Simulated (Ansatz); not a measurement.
The elements of this relaxed trial crystal are hidden behind letters.

```
lattice vectors (Å)
   5.2134    0.0000    0.0000
  -2.6067    4.5149    0.0000
   0.0000    0.0000    5.0386
fractional positions
X 0.0000 0.0000 0.0949
Z 0.5000 0.0000 0.5448
Z 0.0000 0.5000 0.5448
Z 0.5000 0.5000 0.5448
Q 0.3333 0.6667 0.7783
Q 0.6667 0.3333 0.7783
```

Computed with Ansatz 0.2.0, DFT PBE, scalar-relativistic, plane waves, PAW. Cutoff 420 eV, Γ-centred 12×12×8 mesh (6-atom cell), Gaussian smearing of 0.10 eV, no spin polarisation.

```
Space group                                : P6mm (No. 183)
Conventional cell                          : a = 5.213 Å, c = 5.039 Å
Volume per atom                            : 19.77 Å³
Density                                    : 2.81 g/cm³
Energy over the elements                   : −1.19 eV/atom
Gap on the 12×12×8 mesh of the 6-atom cell : 0 eV (a metal)
```

Energies are uncorrected and count from the elements' standard states at the same level.

Question: X is an s-block element of period 5, Z is a p-block element of period 3 and Q is a p-block element of period 2. Which elements are they?

Answer: X = Sr, Z = Al, Q = O, so the formula is SrAl3O2. Density times volume gives a mean mass of 2.81 × 19.77/1.6605 = 33.5 u per atom, and this set has 33.4 u. Around Sr lie 6 O at 3.41 Å, 6 Al at 3.45 Å and 6 Al at 3.81 Å; Al is surrounded by 2 O at 1.91 Å, 4 Al at 2.61 Å, 2 Sr at 3.45 Å and 2 Sr at 3.81 Å; O is surrounded by 3 Al at 1.91 Å, 3 O at 3.01 Å and 3 Sr at 3.41 Å. Other sets within the hints have nearly the same mass, so mass alone doesn't settle it; this one was computed.

An odd number of electrons in the primitive cell allows no gap without spin; a larger cell or a magnetic state could open one. The cell is a metal run without spin; a magnetic state may lie lower. Symmetry constrained the relaxation, so the result can be a saddle point. Another cell of SrAl3O2 relaxed alike, in P-3m1, lies 56 meV/atom lower, so this cell isn't the stable form at this level.
